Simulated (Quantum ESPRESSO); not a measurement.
# B2GeN2O2: a curve over one atom's position

Computed values, not a measurement. The program is pw.x of Quantum ESPRESSO 7.5 (plane-wave density functional theory). The cell is made up: 7 atoms on a wurtzite lattice with one site empty, with randomly drawn elements, strain and displacements, not relaxed. PseudoDojo standard norm-conserving files (v0.5 for PBE, v0.4.1 for LDA and PBEsol) set the functional; there is no spin polarisation, spin-orbit coupling or dispersion term, and the masses in the input are unused placeholders.

Seven runs move atom 4 (N, counted in the order of the input) along z and keep all else fixed.

Input of the run at +0.0227:

```
&control calculation='scf', pseudo_dir='./dojo.nc.sr.pbe.v0_5.standard.upf', outdir='./o', disk_io='medium', tprnfor=.true., tstress=.true. /
&system ibrav=0, nat=7, ntyp=4, nbnd=27, ecutwfc=84.00895049, nosym=.true., tot_charge=0,
 occupations='smearing', smearing='fd', degauss=0.0018374661
/
&electrons conv_thr=7.350e-09, electron_maxstep=60, /
ATOMIC_SPECIES
B 1.0 B.upf
Ge 1.0 Ge.upf
N 1.0 N.upf
O 1.0 O.upf
CELL_PARAMETERS angstrom
2.7668 -0.0106 -0.0005
-0.0184 4.7159 0.0166
-0.0009 0.0157 4.4808
ATOMIC_POSITIONS angstrom
B 1.3549 2.4276 -0.0477
Ge 1.3752 0.7847 2.2032
B -0.0706 3.2432 2.3008
N 0.023 -0.0536 1.6766
O 1.3264 2.432 1.7496
O 1.4218 0.7511 3.9258
N 0.0123 3.1412 3.9916
K_POINTS automatic
6 4 4 1 1 1
```

| shift of atom 4 along z (Å) | free energy less that of the input shown (eV) | Fx on atom 4 (eV/Å) | Fy on atom 4 (eV/Å) | Fz on atom 4 (eV/Å) | pressure (GPa) | next band up at Gamma (eV) | iterations |
| --- | --- | --- | --- | --- | --- | --- | --- |
| -0.0833 | -0.0071 | -1.615 | -4.337 | 0.743 | 5.69 | 1.004 | 13 |
| -0.0642 | -0.0185 | -1.668 | -4.491 | 0.449 | 6.24 | 0.998 | 13 |
| +0.0227 | 0.0000 | -1.915 | -5.168 | -0.867 | 8.98 | 0.966 | 13 |
| +0.0539 | 0.0342 | -2.004 | -5.397 | -1.325 | 10.04 | 0.952 | 13 |
| +0.0792 | 0.0724 | -2.075 | -5.576 | -1.688 | 10.92 | 0.940 | 13 |
| +0.1157 | 0.1433 | -2.176 | -5.820 | -2.195 | 12.23 | 0.920 | 13 |

Question: one run is left out of the table, at +0.0681. Estimate its Fz on atom 4 (eV/Å).

Answer: -1.530. The whole row:

```
shift of atom 4 along z (Å)  free energy less that of the input shown (eV)  Fx on atom 4 (eV/Å)  Fy on atom 4 (eV/Å)  Fz on atom 4 (eV/Å)  pressure (GPa)  next band up at Gamma (eV)  iterations
                    +0.0681                                         0.0545               -2.044               -5.498               -1.530           10.53                       0.945          13
```

A cubic fit gives dFz/dz = -15.04 eV/Å² at zero shift. Across the table the free energy follows the integral of the force to within 0.1 meV. A rerun of one of the cells at 1437 eV and a 8 x 6 x 6 mesh moved values by no more than 0.002 eV in energy, 0.05 GPa in stress and 0.003 eV/Å in force. The band column is the level of band 22 at Gamma less that of band 21, whose number is half the electron count, rounded up; it comes from a band step after each run.